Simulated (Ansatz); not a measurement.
## InGaAs₂: stationary points along a deformation path

Theory: DFT PBEsol, scalar-relativistic, plane waves, PAW (Ansatz). Settings: plane waves to 420 eV, k-mesh 12×12×10 (Γ-centred), Gaussian smearing 0.15 eV. No spin polarisation. Energies are free energies at this smearing, counted from the undisturbed cell; pressure is positive in compression.

The starting cell (as given, not relaxed at this level; it stands at -2.7 GPa, and it needn't be the usual structure):

```xyz
4
Lattice="4.2250 0.0000 0.0000 0.0000 4.2250 0.0000 0.0000 0.0000 5.9621" Properties=species:S:1:pos:R:3 pbc="T T T"
In    0.0000    0.0000    2.9811
Ga    2.1125    2.1125    0.0000
As    2.1125    0.0000    4.5818
As    0.0000    2.1125    1.3804
```

At fixed volume and fractional coordinates, lengths along (0.000, 0.000, 1.000) are scaled against those across it; ρ is that ratio over its starting value. V = 26.607 Å³/atom. Δσ is the stress along the axis less the mean stress across it (compression positive).

```csv
ρ,ΔE (meV/atom),Δσ (GPa),space group
0.850,57.7,5.36,P-4m2
0.920,18.6,3.44,P-4m2
0.960,5.6,2.03,P-4m2
1.000,0.0,0.40,P-4m2
1.100,20.3,-4.48,P-4m2
1.200,89.1,-9.85,P-4m2
```

Task: How does the stress give the slope of the energy, and where is the energy stationary?

Result: Along the path d ln(length) is 2/3 d ln ρ on the axis and −1/3 d ln ρ across it, so dE/d ln ρ = −(2/3) V Δσ: the energy falls with ρ where Δσ is positive. Δσ vanishes or changes sign between ρ = 1.000 and 1.100, a minimum (near 1.01 by linear interpolation). Pairs of stationary points between two samples would go unseen, and could change a minimum read from distant neighbours into a maximum.

Task: Integrate that slope from ρ = 1 to 0.850 by the trapezoid rule.

Result: With V/N in Å³ and 1 eV/Å³ = 160.2 GPa the slopes at ρ = 1.000, 0.960, 0.920, 0.850 are -44, -224, -381, -594 meV/atom per unit of ln ρ. The steps add 5.5 + 12.9 + 38.6 = 56.9 meV/atom, against 57.7 from the energies; the trapezoid rule misses the curvature of the slope within each step.

Forces appear on the atoms along this scan, and letting them relax would lower the energy and soften the response. In a metal these slopes depend on the k mesh and the smearing.

Cost: 6 runs of about 6.6 core-minutes in all, on Arm Neoverse V2 (shared hosts).